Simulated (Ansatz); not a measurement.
C (graphite type, space group P6_3/mmc)

```xyz
4
Lattice="2.4554 0.0000 0.0000 -1.2277 2.1264 0.0000 0.0000 0.0000 6.6707" Properties=species:S:1:pos:R:3 pbc="T T T"
C      0.0000     0.0000     1.6677
C      0.0000     0.0000     5.0030
C      0.0000     1.4176     1.6677
C      1.2277     0.7088     5.0030
```

The relaxed cell is deformed in two ways at once: its volume V is scaled, and at that volume it is stretched along z (the c axis of the conventional cell) so that c/a changes. Fractional atomic positions are held.

Calculation: r2SCAN+rVV10 (plane waves to 500 eV, PAW, scalar-relativistic; Ansatz, an electronic-structure program). k mesh 15×15×5 (Γ-centred), Fermi-Dirac smearing 0.05 eV. Compression counts positive. With partly filled bands, the response to shear is sensitive to the k mesh, so small differences along c/a are uncertain. C was relaxed with its symmetry unable to fall. 

Problem. Predict the P (GPa) at all points of the grid V/V₀ = 0.920, 0.947, 0.973, 1.000, 1.027, 1.053, 1.080 by (c/a)/(c/a)₀ = 0.920, 0.947, 0.973, 1.000, 1.027, 1.053, 1.080.

Solution. P (GPa), with V/V₀ across and (c/a)/(c/a)₀ down:

```tsv
(c/a)/(c/a)₀ \ V/V₀	0.920	0.947	0.973	1.000	1.027	1.053	1.080
0.920	1.5	-7.2	-14.9	-21.6	-27.5	-32.6	-37.1
0.947	10.2	0.8	-7.4	-14.6	-20.9	-26.5	-31.4
0.973	19.0	9.1	0.4	-7.4	-14.2	-20.2	-25.6
1.000	28.1	17.6	8.3	0.0	-7.3	-13.8	-19.5
1.027	37.4	26.2	16.3	7.6	-0.2	-7.1	-13.3
1.053	46.8	35.0	24.5	15.2	7.0	-0.4	-7.0
1.080	56.3	43.9	32.9	23.1	14.3	6.5	-0.5
```

(A scan under strain: stresses follow from slopes of the energy per volume, elastic moduli from its curvatures.)
